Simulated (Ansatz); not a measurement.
Starting cell, Sn (beta-Sn type, space group I4_1/amd):

```
Sn
1.0
   -2.91651     2.91651     1.57919
    2.91651    -2.91651     1.57919
    2.91651     2.91651    -1.57919
Sn
2
Direct
  0.75000   0.25000   0.50000
  0.00000   0.00000   0.00000
```

Two-dimensional scan of atom 2 (Sn, nearest neighbour Sn at 3.022 Å; its periodic images, 3.2 Å or more away, move with it): u runs along (0.707, 0.707, 0.000), v along (0.000, 0.000, 1.000) (Cartesian). Cell and other atoms are fixed.

Calculation: PBEsol (plane waves to 420 eV, PAW, scalar-relativistic; Ansatz, a first-principles code). k mesh 13×13×13 (Γ-centred), Fermi-Dirac smearing 0.05 eV. Energies are smeared free energies. With partly filled bands, energies and forces of such displacements shift with the k mesh and the smearing. Sn was relaxed with its symmetry unable to fall. The last digit holds for this mesh only.

Changes of ΔE (eV/cell) from the point u = 0.000 Å, v = 0.000 Å when one coordinate moves alone (two changes are said to add if the coupling is within 5 % of the smaller one, nearly so within 20 %):

```csv
point,change
"u = 0.000 Å, v = -0.450 Å",0.0332
"u = 0.000 Å, v = -0.225 Å",0.0098
"u = -0.450 Å, v = 0.000 Å",0.4039
"u = -0.225 Å, v = 0.000 Å",0.0978
"u = 0.225 Å, v = 0.000 Å",0.0978
"u = 0.450 Å, v = 0.000 Å",0.4039
"u = 0.000 Å, v = 0.225 Å",0.0098
"u = 0.000 Å, v = 0.450 Å",0.0332
```

Problem. What is the change at u = 0.450 Å, v = 0.450 Å, where both move, and how far is it from the sum?

Solution. The sum of the single changes is 0.4039 + (0.0332) = 0.4371; the calculation gives 0.4347, so the coupling contributes -0.0024 (under 20 % of the smaller single change, nearly additive).

Problem. Do the two effects add at u = -0.225 Å, v = 0.450 Å? Give the computed change.

Solution. The sum of the single changes is 0.0978 + (0.0332) = 0.1310; the calculation gives 0.1291, so the coupling contributes -0.0019 (under 20 % of the smaller single change, nearly additive).

(For displaced atoms, the force is minus the slope of the energy, and its curvature is a force constant, which sets phonon frequencies.)
